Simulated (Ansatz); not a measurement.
KCl (rock salt), relaxed and computed with several functionals in Ansatz (plane waves, PAW).

```tsv
functional	a (Å)	gap (eV)	B₀ by P(V) fit (GPa)
LDA	6.076	5.11	24.2
HSE06	6.345	6.41	17.2
r²SCAN	6.293	5.83	19.1
PBE	6.382	5.05	16.3
```

All cells were relaxed under the symmetry of their starts (and spin orders); stability against distortions was not tested throughout.

Potentials: the later of the program's two PAW sets.

Ansatz (a first-principles code) is a plane-wave DFT program.
